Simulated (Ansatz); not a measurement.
Ge:
```
CELL_PARAMETERS angstrom
     -3.48361     3.48361     3.48361
      3.48361    -3.48361     3.48361
      3.48361     3.48361    -3.48361
ATOMIC_POSITIONS crystal
  Ge 0.50000 0.00000 0.79889
  Ge 0.50000 0.00000 0.20111
  Ge 0.70111 0.70111 0.70111
  Ge 0.29889 0.29889 0.29889
  Ge 0.00000 0.79889 0.50000
  Ge 0.00000 0.20111 0.50000
  Ge 0.79889 0.50000 0.00000
  Ge 0.20111 0.50000 0.00000
```

This is the r²SCAN-relaxed structure.

All from r²SCAN (plane waves, PAW; program Ansatz), unless another level is named. Predict the highest zone-centre frequency.

249 cm⁻¹.

What about the bulk modulus (Birch–Murnaghan fit)?

66.4 GPa.

Space group Ia-3. The first step of the workflow began from a Materials Project structure, measured or hypothetical; the Crystallography Open Database copy checked does not list it. It is not the phase usual at ambient conditions (space group No. 227). The cell was relaxed with r²SCAN under the symmetry of its start; its stability against distortions is not shown here. As this level gives no gap, phonon frequencies hold no LO–TO term and depend on the k-mesh and smearing (Fermi–Dirac, 0.1 eV here).

Potentials: the later of the program's two PAW sets.
